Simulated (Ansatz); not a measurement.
**Several inputs for ZnS**

Cell: an entry of the Crystallography Open Database (COD) (the entry's cell lengths or inner coordinates differ somewhat from later room-temperature determinations), taken as it stands.

Space group P6_3mc (No. 186); a = 3.8120, c = 18.6900 Å, γ = 120.00°.

```
site  Wyckoff  site symmetry       x       y       z
 Zn1       2a            3m.  0.0000  0.0000  0.0000
 Zn3       2b            3m.  0.3333  0.6667  0.1667
 Zn5       2b            3m.  0.6667  0.3333  0.3333
  S7       2a            3m.  0.0000  0.0000  0.1250
  S9       2b            3m.  0.3333  0.6667  0.2917
 S11       2b            3m.  0.6667  0.3333  0.4583
```

One atom of each set is listed.

Reference run. Level of theory: DFT, PBE, plane waves and PAW, scalar-relativistic, 420 eV cutoff, Γ-centred 8×8×2 k-points, Fermi–Dirac smearing 0.02 eV (Ansatz 0.2.0).

It gives V_zz (10²¹ V/m²) S7 0.15 (η 0.00), among others. Each of these runs changes the input as listed (caps on SCF iterations aside):

A. kpoints.mp_grid.grid: [8, 8, 2] → [1, 1, 1]
B. basis.ecutwfc: not typed → 350 eV; hamiltonian.dispersion: not typed → d4

(1) How does each run end, and how far do the gradients move?

Results:

(1) 

| run | S7 V_zz (η) | largest change of a gradient tensor, all atoms | note |
| --- | --- | --- | --- |
| A | 30.1 (0.00) | 30 | converged; mesh coarser than the reference's |
| B | 0.15 (0.00) | 0.01 | converged; cutoff below the recommended one |

Run A moves them most, on S7 (V_zz from 0.15 to 30.1). Run A holds the Γ point alone as its k-mesh, so its numbers aren't properties of the crystal.
